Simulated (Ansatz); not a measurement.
Relaxed PbSe (rock salt):

```xyz
2
Lattice="0.0000 3.0890 3.0890 3.0890 0.0000 3.0890 3.0890 3.0890 0.0000" Properties=species:S:1:pos:R:3 pbc="T T T"
Se     0.0000     0.0000     0.0000
Pb     3.0890     3.0890     3.0890
```

In each cell atom 2 (Pb, nearest neighbour Se at 3.089 Å; its periodic images, 4.4 Å or more away, move with it) moves by s·(0.707, 0.707, 0.000) (along Cartesian [110]), the rest being held.

Level of theory: r2SCAN (plane waves to 500 eV, PAW, scalar-relativistic; Ansatz, a quantum-chemistry and plane-wave program). k mesh 8×8×8 (Γ-centred), Fermi-Dirac smearing 0.05 eV. The energy includes the smearing's −TS. PbSe was relaxed with its symmetry unable to fall. Spin-orbit coupling is left out, though Pb is heavy. ΔE is measured from the undisplaced structure.

Successive frames, forces in eV/Å:

```
frame         ΔE (eV/cell)                 F on Se1               F on Pb2
------------  ------------  -----------------------  ---------------------
s = -0.124 Å         0.002  (-0.028, -0.028, 0.000)  (0.028, 0.028, 0.000)
s = -0.248 Å         0.015  (-0.135, -0.135, 0.000)  (0.135, 0.135, 0.000)
s = -0.372 Å         0.056  (-0.359, -0.359, 0.000)  (0.359, 0.359, 0.000)
```

Problem. What are the energy and the forces in the next frame, s = -0.496 Å?

Solution. ΔE (eV/cell) = 0.147.

```
atom      Fx      Fy     Fz
----  ------  ------  -----
Se1   -0.701  -0.701  0.000
Pb2    0.701   0.701  0.000
```

(A displaced cell: forces are minus the slopes of the energy, force constants its curvatures, and phonons follow from these.)
